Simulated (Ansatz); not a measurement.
Rb2InAgCl6 in space group Fm-3m (No. 225; Rb on 8c, In on 4a, Ag on 4b, Cl on 24e), the program Ansatz at the LDA level (PAW), all energies at zero smearing, with the estimated change up to a 700 eV cutoff added, with one set of potentials and settings (totals compare only within such a set). Cell of 10 atoms (2 Rb, 1 In, 1 Ag, 6 Cl): -25534.725 eV.

```
element                reference phase  E (eV/atom)
-------  -----------------------------  -----------
Rb          Im-3m, 1 atoms in the cell   -3170.7586
In         I4/mmm, 1 atoms in the cell   -5457.1653
Ag       P6_3/mmc, 4 atoms in the cell   -7458.1511
Cl           Cmce, 4 atoms in the cell   -1044.0601
```

Formation energy per atom, worked out: (-25534.725 − 2×(-3170.7586) − 1×(-5457.1653) − 1×(-7458.1511) − 6×(-1044.0601))/10 = -1.353 eV/atom (-131 kJ per mol of atoms), at 0 K, without zero-point energy or fitted corrections.

The workflow started from a Materials Project entry (that database holds measured and hypothetical structures alike); the Crystallography Open Database copy checked does not list it. Its standing as an ambient phase is unchecked. Symmetry was held in the LDA relaxation. At this level the phase is dynamically unstable (imaginary phonons). The run is not spin-polarised. The references are the lowest solids computed at this level, not always the standard phases (solids in place of the gases).

Potentials: the later of the program's two PAW sets.
